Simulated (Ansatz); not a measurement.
NaCl:
```cif
data_ClNa
_chemical_formula_sum 'Na1 Cl1'
_space_group_name_H-M_alt 'P 1'
_space_group_IT_number 1
_cell_length_a 3.96116
_cell_length_b 3.96116
_cell_length_c 3.96116
_cell_angle_alpha 60.000
_cell_angle_beta 60.000
_cell_angle_gamma 60.000
loop_
_space_group_symop_operation_xyz
  'x, y, z'
loop_
_atom_site_label
_atom_site_type_symbol
_atom_site_fract_x
_atom_site_fract_y
_atom_site_fract_z
_atom_site_occupancy
Na1 Na 0.00000 0.00000 0.00000 1
Cl1 Cl 0.50000 0.50000 0.50000 1
```

Relaxed with PBEsol. PBEsol in the plane-wave PAW code Ansatz gives a gap of 5.01 eV.

Question: What gap does HSE06 give on the same cell (Ansatz, PAW)?

Answer: 6.56 eV, 1.55 eV more. The hybrid was solved on a coarser mesh and at special points; the gap given is the minimum over both.

```
k  v1 PBEsol  c1 PBEsol    v1 HSE06    c1 HSE06
-  ---------  ---------  ----------  ----------
Γ       0.00       5.01        0.00        6.56
X      -0.63       7.47  (withheld)  (withheld)
L      -0.28       7.10  (withheld)  (withheld)
W      -0.80       8.80  (withheld)  (withheld)
K      -0.52       8.11  (withheld)  (withheld)
```

Question: Top valence (v1) and lowest conduction level (c1) in eV from each method's valence maximum (which need not be a listed point): supply the withheld HSE06 values.

Answer: 
- W, v1 HSE06: -0.82
- W, c1 HSE06: 10.43
- L, v1 HSE06: -0.30
- L, c1 HSE06: 8.66
- K, v1 HSE06: -0.55
- K, c1 HSE06: 9.69
- X, v1 HSE06: -0.67
- X, c1 HSE06: 9.05

Cost on shared cores: the PBEsol run (SCF on a 9×9×9 mesh, then bands and DOS) around 13 core-seconds (rough), the HSE06 run (SCF on 6×6×6, then a few points) very roughly 90 core-seconds; the tasks are unlike.

Space group Fm-3m (rock salt). The PBEsol relaxation kept the symmetry of its start.

Potentials: the earlier of the program's two PAW sets. The files were generated under PBE; for other functionals the program regenerates the frozen cores, and for LDA and PBEsol the local potential too.
